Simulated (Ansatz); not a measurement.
The structure comes from a relaxation in the same program, started in the fluorite type, and has space group Fm-3m. Whether it is a known phase or the ground state wasn't checked.

Sb$_{2}$Mo: DFT, PBE, PAW with Ansatz's default frozen-core files, scalar-relativistic (Ansatz 0.2.0).

```yaml
crystal:
  lattice:
    - [0.0, 3.3002866267, 3.3002866267]
    - [3.3002866267, 0.0, 3.3002866267]
    - [3.3002866267, 3.3002866267, 0.0]
  atoms:
    - { symbol: Mo, position: [0.0, 0.0, 0.0] }
    - { symbol: Sb, position: [0.25, 0.25, 0.25] }
    - { symbol: Sb, position: [0.75, 0.75, 0.75] }
kpoints:
  mp_grid: { grid: [10, 10, 10] }
  band_path:
    path:
      - [0.0, 0.0, 0.0]
      - [0.5, 0.0, 0.5]
      - [0.625, 0.25, 0.625]
      - [0.375, 0.375, 0.75]
      - [0.0, 0.0, 0.0]
      - [0.5, 0.5, 0.5]
      - [0.5, 0.25, 0.75]
      - [0.5, 0.0, 0.5]
    npoints: 8
scf:
  occupations: { method: fermi_dirac, width: 0.05 }
hamiltonian:
  xc: pbe
  pseudopotentials: { kind: paw }
output:
  forces: true
  stress: true
  eigenvalues: true
  efg: { contact_densities: true }
  populations: true
  bader: true
  dos: { projected: true, de: 0.2, e_range: [-14, 8] }
```

Output:

```
Mo, Sb: output.efg is read without spin–orbit coupling, which moves field gradients at and beside such atoms by some per cent and up to a factor of two; PAW files take it under magnetization.noncollinear and magnetization.spin_orbit
Engine: ansatz 0.2.0
Pseudopotentials: kind: paw
Pseudopotential: Mo, paw, valence charge 14, recommended cutoff 420 eV (normal)
Pseudopotential: Sb, paw, valence charge 15, recommended cutoff 420 eV (normal)
Functional definition: PBE
  parameter kappa = 0.804
  parameter beta = 0.06672455060314922
  exchange = pbe_x(kappa = kappa, mu = beta*pi^2/3)
  correlation = pbe_c(beta = beta)
Crystal: 3 atoms, lattice volume = 71.893 Å³
Basis set: ecut = 420 eV, 1411 PW (Γ), exchange–correlation on 64×64×64 points (8 copies of the dense FFT grid, shifted against one another)
Bands: 27, of which v1, the nominal top of the filled ones, is band 22 counted from 1 (21 counted from 0)
Symmetry: 48 space group operations
Space group: Fm-3m (ITA 225), of the structure as read, at distance tolerance 4.2e-5 Å
k-points: 47 of 1000
Non-local potential: Mo, projectors of the file, l = 0: 3, l = 1: 2, l = 2: 2, l = 3: 1
Non-local potential: Sb, projectors of the file, l = 0: 2, l = 1: 2, l = 2: 2, l = 3: 2
PAW form: soft (Blöchl's): semilocal exchange-correlation on the pseudo side does not see the compensation charge
PAW one-centre angular grid: Mo, 590 points (default); XC on 64 Gauss nodes
PAW one-centre angular grid: Sb, 590 points (default); XC on 64 Gauss nodes
Initial density: superposition of atomic densities (neutral atoms: chi_scale 0, normalization atom), corrected by the library's trained network
Initial wavefunctions: pseudopotential atomic-orbital guess
Functional: x = pbe(κ = 0.804, μ = 0.2195149727645171), c = pbe(β = 0.06672455060314922)
SCF iter   1: F=—  HF=-17923.727058 eV  |F-HF|=—  |Δ(HF+E_count)|=         —  Δρ=5.25e-3  dr2=7.69e-3  ethr=1.77e-3  ⟨swp⟩=6.0  Hψ=5397  notcnv=0
preconditioner: auto → LDOS  [metal: Δε(μ)=0.031 eV  Ē_g=6.626 eV  σ=0.050 eV  W_gap=0.15  n_scr=14 (ndim 8)  ℏωp=17.5 eV  f_vac=0.034  D(μ)=4.82/eV (n_scr^D=58)  β→1.0]
SCF iter   2: F=—  HF=-17923.728624 eV  |F-HF|=—  |Δ(HF+E_count)|=   1.57e-3  Δρ=1.64e-3  dr2=3.40e-3  ethr=1.75e-5  ⟨swp⟩=2.1  Hψ=2628  notcnv=0  defer=3
SCF iter   3: F=—  HF=-17923.728087 eV  |F-HF|=—  |Δ(HF+E_count)|=   5.38e-4  Δρ=5.16e-4  dr2=1.48e-4  ethr=7.72e-6  ⟨swp⟩=2.2  Hψ=2104  notcnv=0  defer=4
SCF iter   4: F=—  HF=-17923.728116 eV  |F-HF|=—  |Δ(HF+E_count)|=   2.91e-5  Δρ=2.38e-4  dr2=5.14e-5  ethr=3.37e-7  ⟨swp⟩=2.0  Hψ=2067  notcnv=0  defer=4
SCF iter   5: F=—  HF=-17923.728108 eV  |F-HF|=—  |Δ(HF+E_count)|=   7.49e-6  Δρ=2.43e-5  dr2=6.23e-7  ethr=1.17e-7  ⟨swp⟩=2.0  Hψ=2088  notcnv=0  defer=4
SCF iter   6: F=-17923.728108 eV  HF=-17923.728108 eV  |F-HF|=7.35e-10  |Δ(HF+E_count)|=   8.93e-8  Δρ=5.03e-6  dr2=1.34e-8  ethr=2.27e-10  ⟨swp⟩=6.4  Hψ=5771  notcnv=0
SCF 1 converged in 6 iterations: F = -17923.728108 eV  dr2 = 1.34e-8
  greatest PAW one-centre occupation: 0.998 electrons in one spin orbital (limit 2), on the Mo atom at site 0 (counted from 0), in its partial waves of l = 0
NSCF: frozen V_eff on 57 k-points
SCF converged after 6 iterations
Free energy (F): -17923.728108 eV
Harris-Foulkes:  -17923.728108 eV  (|F-HF|=7.35e-10)
Internal energy: -17923.689154 eV  (E = F + TS)
E sigma→0 (E₀):  -17923.708631 eV
Entropy (-TS):   -0.038954 eV (-12.985 meV/atom)
Fermi energy:    12.827972 eV
--- Per-component energies (eV) ---
  E_band       = -405.364124
  E_kinetic    = 857.271290
  E_local      = -4099.151805  (includes V_loc(G=0)·N_el)
  E_nonlocal   = 872.019693
  E_hartree    = 1762.062451
  E_xc         = -460.025652
  E_vxc        = -421.232730  (∫ρ·V_xc dr)
  E_paw        = -12355.464783  (= ΣΔE_a)
  E_vpaw       = -1138.397634  (= ΣTr[D̂ρ^β])
  E_aug_tail   = 0.000040  (compensation charges beyond the density's cutoff)
  E_ewald      = -4500.400387
  E_smearing   = -0.038954  (= −TS)
  E_closure    = -0.000000  (closes the sum)
  Σ components = -17923.728108   (vs F -17923.728108, Δ=0.00e0)
--- Forces (eV/Å), atoms counted from 1 ---
  atom   1  Mo    -0.00000000     0.00000000     0.00000000
  atom   2  Sb     0.00000000     0.00000000    -0.00000000
  atom   3  Sb    -0.00000000     0.00000000     0.00000000
  max |Σ_I F_I| component: 4.63e-18 eV/Å
--- Stress (GPa, compression-positive) ---
       -0.013682       0.000000       0.000000
       -0.000000      -0.013682       0.000000
        0.000000      -0.000000      -0.013682
  P = ⅓ Tr σ = -0.0137 GPa (-0.137 kbar)
--- PAW observables at the nuclei: V_zz in 10²¹ V/m², potentials from the cell's mean, atoms counted from 1 ---
  atom   1  Mo V_zz =    -0.000000   η = 0.0000   by run symmetry: forbidden
            electrostatic potential = -6355.504494 V   contact ρ = 595246.503543 e/Å³
  atom   2  Sb V_zz =    +0.000000   η = 0.0000   by run symmetry: forbidden
            electrostatic potential = -8413.086309 V   contact ρ = 1350085.978127 e/Å³
  atom   3  Sb V_zz =    -0.000000   η = 0.0000   by run symmetry: forbidden
            electrostatic potential = -8413.086309 V   contact ρ = 1350085.978127 e/Å³
--- Band table (eV; the first three rows and the last of 47) ---
  k-point 0: bands = ["-47.5478", "-21.6957", "-21.6957", "-21.6957", "-16.0956", "-16.0956", "-16.0458", "-16.0458", "-16.0458", "-16.0113", "-16.0113", "-16.0113", "-15.9558", "-15.9558", "0.8439", "6.8718", "8.7773", "8.7773", "8.7773", "12.2835", "12.2835", "14.7811", "14.7811", "14.7811", "16.8218", "16.8218", "16.8218"]
  k-point 1: bands = ["-47.5478", "-21.6958", "-21.6957", "-21.6957", "-16.0921", "-16.0921", "-16.0472", "-16.0452", "-16.0452", "-16.0122", "-16.0122", "-16.0113", "-15.9593", "-15.9593", "0.9446", "6.3726", "8.8424", "8.8424", "9.3597", "12.1374", "12.1374", "14.1829", "14.7001", "14.7001", "15.7609", "16.3766", "16.3766"]
  k-point 2: bands = ["-47.5477", "-21.6961", "-21.6955", "-21.6955", "-16.0821", "-16.0821", "-16.0493", "-16.0435", "-16.0435", "-16.0146", "-16.0146", "-16.0126", "-15.9693", "-15.9693", "1.2397", "5.5195", "9.0229", "9.0229", "10.4045", "11.8401", "11.8401", "12.9497", "14.2452", "14.2452", "15.1388", "16.4001", "16.4001"]
  k-point 46: bands = ["-47.5475", "-21.6967", "-21.6958", "-21.6947", "-16.0711", "-16.0578", "-16.0533", "-16.0387", "-16.0323", "-16.0297", "-16.0262", "-16.0174", "-15.9937", "-15.9791", "3.3503", "3.7126", "7.4873", "8.1896", "10.3661", "11.1327", "11.7401", "12.6224", "13.2467", "15.1330", "15.8960", "16.9653", "17.8969"]
--- Löwdin populations: 3 sites ---
  site symbol       q [e]
     0     Mo     14.2547
     1     Sb     14.7850
     2     Sb     14.7850
  spilling = 0.003985 (of n_electrons = 44.000000)
--- Bader charges: 3 sites ---
  site symbol  charge [e]  shift [e]
     0     Mo      0.1687     0.0000
     1     Sb     -0.0844     0.0000
     2     Sb     -0.0844     0.0000
  estimated error of the sums over rays = 5.8e-4 e
```

populations.tsv:

```
# site	symbol	l	j	q
# orbitals = lowdin
# n_electrons = 44.000000
# spilling = 0.003985
0	Mo	0_4S	-	1.967880
0	Mo	0_5S	-	0.610967
0	Mo	1_4P	-	5.986799
0	Mo	2_4D	-	5.689048
1	Sb	0_5S	-	1.638920
1	Sb	1_5P	-	3.149495
1	Sb	2_4D	-	9.996578
2	Sb	0_5S	-	1.638920
2	Sb	1_5P	-	3.149495
2	Sb	2_4D	-	9.996578
```

bader_charges.tsv:

```
# site	symbol	x_ang	y_ang	z_ang	partial_charge_e	electrons	volume_ang3	relative_density_drop	shared_charge_e	partial_wave_shift_e
# quadrature_error_electrons = 5.8e-4
0	Mo	0.0000	0.0000	0.0000	0.16873	41.83127	19.41	-	0.16873	0.00001
1	Sb	1.6501	1.6501	1.6501	-0.08436	51.08436	26.24	-	-0.08436	0.00000
2	Sb	4.9504	4.9504	4.9504	-0.08437	51.08437	26.24	-	-0.08437	0.00000
```
